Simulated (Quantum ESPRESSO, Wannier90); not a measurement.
Ag (bcc (W type), model phase): Wannier90 run

```
CELL_PARAMETERS angstrom
     -1.65566     1.65566     1.65566
      1.65566    -1.65566     1.65566
      1.65566     1.65566    -1.65566
ATOMIC_POSITIONS crystal
  Ag 0.00000 0.00000 0.00000
```

Cell from Materials Project (mp-2646971), symmetrised, no further relaxation. This isn't the element's usual structure (fcc); take it as a model of another phase. Level: PBEsol, no spin polarisation, no spin-orbit coupling; pw.x of Quantum ESPRESSO at 66 Ry with PseudoDojo potentials, 10×10×10 k-points, Wannier90. Density: 18×18×18 mesh, cold smearing 0.01 Ry.

The plane-wave run has 21 bands and 19 electrons a cell. On the energy scale of pw.x, whose zero is arbitrary, the Fermi level lies at 15.87 eV.

Isolated groups of bands, relative to the Fermi level (bands from 5 on overlap up to the last one computed):

| bands | from (eV) | to (eV) | filling | weight on atomic waves |
|---|---|---|---|---|
| 1 | -91.74 | -91.71 | filled | Ag 4s 99 % |
| 2–4 | -55.30 | -55.17 | filled | Ag 4p 100 % |

Input w.win, without the blocks of cell, atoms and k-points (1000 lines):

```
num_bands = 17
num_wann = 9
exclude_bands = 1-4
num_iter = 800
conv_tol = 1.0e-6
conv_window = 4
dis_num_iter = 1000
dis_conv_tol = 1.0e-6
dis_froz_max = 17.37
dis_win_max = 33.24
write_hr = true
write_u_matrices = true
begin projections
Ag: s;p;d
end projections
mp_grid = 10 10 10
```

wannier90.x stops with:
```
dis_windows: Energy window contains fewer states than number of target WFs
```
At some k-point the outer window holds fewer bands than num_wann, so no subspace of that size can be extracted. Mended as below, all else unchanged, the run goes through (Ω_I = 6.7 Å²) and follows the plane-wave bands to 5.1 meV rms (states up to 1.0 eV relative to the Fermi level).
Remove the line dis_win_max = 33.24.
